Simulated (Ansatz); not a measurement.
Consider the following.

TiAl:
```
CELL_PARAMETERS angstrom
      2.87067     0.00000     0.00000
     -1.43534     2.48608     0.00000
      0.00000     0.00000     4.62955
ATOMIC_POSITIONS crystal
  Ti 0.00000 0.00000 0.00000
  Al 0.33333 0.66667 0.50000
```

This is the r²SCAN-relaxed structure.

All from plane-wave PAW r²SCAN (Ansatz code), unless another level is named. Predict the highest zone-centre frequency.

349 cm⁻¹.

What about the Debye temperature from the elastic constants?

470 K.

Space group P-6m2. The first step of the workflow began from a Materials Project structure, measured or hypothetical; the Crystallography Open Database copy checked does not list it. With Ti and Al taken as one species the cell has the higher symmetry P6_3/mmc, so it may be an ordered model of a mixed-site phase. It is not the phase usual at ambient conditions (space group No. 123). The r²SCAN relaxation kept the symmetry of its start; of distortions, only those at the zone centre were tested. No spin polarisation was allowed. As this level gives no gap, shear constants depend on the k-mesh and smearing (Fermi–Dirac, 0.1 eV here). As this level gives no gap, phonon frequencies hold no LO–TO term and depend on the k-mesh and smearing (Fermi–Dirac, 0.1 eV here).

Potentials: the later of the program's two PAW sets.
